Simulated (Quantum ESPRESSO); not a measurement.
**Kohn-Sham bands of In2O3 (corundum)**

```
CELL_PARAMETERS angstrom
     -2.75811     4.77718     0.00000
     -5.51621     0.00000     0.00000
     -2.75811     1.59239     4.86369
ATOMIC_POSITIONS crystal
  In 0.85712 0.85712 0.42864
  In 0.14288 0.14288 0.57136
  In 0.64288 0.64288 0.07136
  In 0.35712 0.35712 0.92864
  O  0.04650 0.45351 0.75000
  O  0.95350 0.54649 0.25000
  O  0.75000 0.04650 0.75000
  O  0.25000 0.95350 0.25000
  O  0.45350 0.75000 0.75000
  O  0.54650 0.25000 0.25000
```

Cell from Materials Project (mp-22323), symmetrised, no further relaxation. COD (Crystallography Open Database) has the formula in 3 space groups, this one among them (matched by group alone). Level: PBEsol, no spin polarisation, no spin-orbit coupling; pw.x of Quantum ESPRESSO at 68 Ry with PseudoDojo potentials, 4×4×4 k-points, Wannier90. Density: 8×8×8 mesh, Gaussian smearing 0.01 Ry. Spin-orbit coupling is left out although heavy elements are present.

Energies are relative to the valence-band maximum; weights are on the orthonormalised atomic waves of the pseudopotential files, averaged over the group. 88 electrons a cell are treated as valence.

```json
[
 {"bands": "1–6", "from (eV)": "-17.47", "to (eV)": "-16.27", "filling": "filled", "weight on atomic waves": "___"},
 {"bands": "7–26", "from (eV)": "-12.32", "to (eV)": "-10.66", "filling": "filled", "weight on atomic waves": "___"},
 {"bands": "27–44", "from (eV)": "-5.69", "to (eV)": "0.00", "filling": "filled", "weight on atomic waves": "___"}
]
```

Q: Which atomic shells make up each group?

A: 
- 1–6, weight on atomic waves: O 2s 73 %, In 5p 14 %, In 4d 9 %
- 7–26, weight on atomic waves: In 4d 95 %
- 27–44, weight on atomic waves: O 2p 81 %, In 5p 8 %, In 5s 6 %

The Kohn-Sham gap over both meshes and the path is 1.09 eV.
